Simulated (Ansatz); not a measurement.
KBr:
```
CELL_PARAMETERS angstrom
      0.00000     3.30438     3.30438
      3.30438     0.00000     3.30438
      3.30438     3.30438     0.00000
ATOMIC_POSITIONS crystal
  K  0.00000 0.00000 0.00000
  Br 0.50000 0.50000 0.50000
```

Relaxed with r²SCAN.

Question: Give the Bader charges and basin volumes of the independent atoms, r²SCAN in the plane-wave PAW code Ansatz.

Answer: 

```csv
atom,Bader charge (e),Bader volume (Å³)
K1,+0.84,22.5
Br2,-0.84,49.3
```

Space group Fm-3m (rock salt). Symmetry was held in the r²SCAN relaxation.

Potentials: the later of the program's two PAW sets.
